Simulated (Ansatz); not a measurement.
In PBEsol (plane waves, PAW; program Ansatz), SiGe in the trigonal phase (R-3m; Si on 6c, Ge on 6c) relaxes to a = 3.921 Å, c = 19.176 Å. Si has 4 nearest neighbours from 2.35 Å (tetrahedral); Ge has 4 nearest neighbours from 2.40 Å (tetrahedral). Against the elements it lies at 0.012 eV/atom, with no fitted shifts.

It is gapped at this level: 0.32 eV (indirect). The valence maximum lies at Γ and the conduction minimum at F (3 equivalent valleys). HSE06 on the same cell gives 1.00 eV. Gap from PBEsol with spin–orbit coupling: 0.27 eV. The electron mass is 0.11, 0.19, 0.90 mₑ (principal values).

An equation-of-state fit gives a bulk modulus of 80.7 GPa. The relaxed-ion elastic constants in GPa are C11 = 165, C12 = 44.2, C13 = 34.9, C14 = -12.3, C33 = 171, C44 = 50.7. The elastic constants imply a Debye temperature near 451 K. Perturbation theory gives ε∞ = 15.4 (xx = yy), 15.5 (zz). Born charges are Si -0.05, Ge +0.05 e. Without the LO–TO term the highest mode at Γ lies at 467 cm⁻¹.

The start of the workflow was typed in or built on a structure type; neither database checked (COD, Materials Project) lists it. Its standing as an ambient phase is unchecked. Symmetry was held in the PBEsol relaxation; its stability against distortions is not shown here. The references are the lowest solids computed at this level, not always the standard phases. Spin–orbit coupling is left out wherever it is not named.

Potentials: the later of the program's two PAW sets.
